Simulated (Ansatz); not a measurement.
Relaxed-ion elastic tensor of SiC in space group P6_3mc (No. 186; Pearson symbol hP16) in GPa (Voigt order), plane-wave PAW PBE (Ansatz code); density 3.17 g/cm³, 10.50 Å³ per atom.

```json
[
 {"": "1", "1": "482", "2": "106", "3": "52.2", "4": "0.0", "5": "0.0", "6": "0.0"},
 {"": "2", "1": "106", "2": "482", "3": "52.2", "4": "0.0", "5": "0.0", "6": "0.0"},
 {"": "3", "1": "52.2", "2": "52.2", "3": "532", "4": "0.0", "5": "0.0", "6": "0.0"},
 {"": "4", "1": "0.0", "2": "0.0", "3": "0.0", "4": "161", "5": "0.0", "6": "0.0"},
 {"": "5", "1": "0.0", "2": "0.0", "3": "0.0", "4": "0.0", "5": "161", "6": "0.0"},
 {"": "6", "1": "0.0", "2": "0.0", "3": "0.0", "4": "0.0", "5": "0.0", "6": "188"}
]
```

**Question.** Is the crystal mechanically stable?

**Answer.** Yes: the smallest eigenvalue of C is 161 GPa.

**Question.** Work out the Voigt, Reuss and Hill averages.

**Answer.** K_V = 213, K_R = 213, K_H = 213; G_V = 188, G_R = 184, G_H = 186 GPa.

**Question.** Give Young's modulus, Poisson's ratio, Pugh's ratio and the universal anisotropy index.

**Answer.** E = 9KG/(3K + G) = 432 GPa; ν = 0.16; K/G = 1.15 (brittle by the Pugh limit of 1.75); A_U = 5G_V/G_R + K_V/K_R − 6 = 0.11.

**Question.** Estimate the sound speeds and the Debye temperature.

**Answer.** v_l = √((K + 4G/3)/ρ) = 12100 m/s, v_t = √(G/ρ) = 7660 m/s, mean 8420 m/s; Θ = (h/k)(3n/4πV)^(1/3) v_m = 1140 K.

**Question.** Solve the Christoffel equation for the three sound speeds along x, y, z.

**Answer.** Eigenvalues of C_ijkl n_j n_l equal ρv² (piezoelectric stiffening left out). In km/s, slowest first: x 7.13, 7.71, 12.33; y 7.13, 7.71, 12.33; z 7.13, 7.13, 12.95.

**Question.** How much does each axis shrink under pressure?

**Answer.** Linear compressibilities β_i = Σ_j S_ij (j = 1 to 3): x 1.6, y 1.6, z 1.6 per TPa.

The workflow started from an entry of the Crystallography Open Database (COD). Its sites differ from those of the usual phase in this space group: another stacking or structure type. The cell was relaxed with PBE under the symmetry of its start; phonons on a q-mesh show no instability.

Potentials: the later of the program's two PAW sets.
